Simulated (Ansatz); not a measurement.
ZnWO4:
```
CELL_PARAMETERS angstrom
      4.67442     0.00000     0.00000
      0.00000     5.72485     0.00000
     -0.04835     0.00000     4.91246
ATOMIC_POSITIONS crystal
  Zn 0.50000 0.67954 0.75000
  Zn 0.50000 0.32046 0.25000
  W  0.00000 0.18299 0.75000
  W  0.00000 0.81701 0.25000
  O  0.78323 0.10599 0.06353
  O  0.21677 0.89401 0.93647
  O  0.21677 0.10599 0.43647
  O  0.78323 0.89401 0.56353
  O  0.74379 0.37600 0.59694
  O  0.25621 0.62400 0.40306
  O  0.25621 0.37600 0.90306
  O  0.74379 0.62400 0.09694
```

This is the r²SCAN-relaxed structure. Cartesian axes are those of the cell as given.

Task: All from DFT-r²SCAN in the program Ansatz with PAW potentials, unless another level is named. Predict the Bader charges.

Result: Zn +1.46, W +3.11, O -1.19 to -1.10 e.

Task: What about the static dielectric constant ε0 (ions relaxed, cell fixed)?

Result: 17.2 (xx), 14.3 (yy), 21.9 (zz).

Task: Next, the Born charges (a third of the trace)?

Result: Zn +2.87, W +6.18, O -2.36 to -2.17 e.

Task: Give the electronic dielectric constant ε∞ (DFPT).

Result: 4.75 (xx), 4.62 (yy), 5.32 (zz).

Space group P2/c. The first step of the workflow began from a Materials Project structure, measured or hypothetical; the Crystallography Open Database files this formula in space group No. 13, but the cells were not matched. Whether it is the stable phase at ambient conditions was not checked. The cell was relaxed with r²SCAN under the symmetry of its start; whether a distortion lowers the energy is not shown. The run is not spin-polarised. No Hubbard U is applied. Scalar-relativistic: spin–orbit coupling is off unless named, which matters more the heavier the elements.

Potentials: the later of the program's two PAW sets.
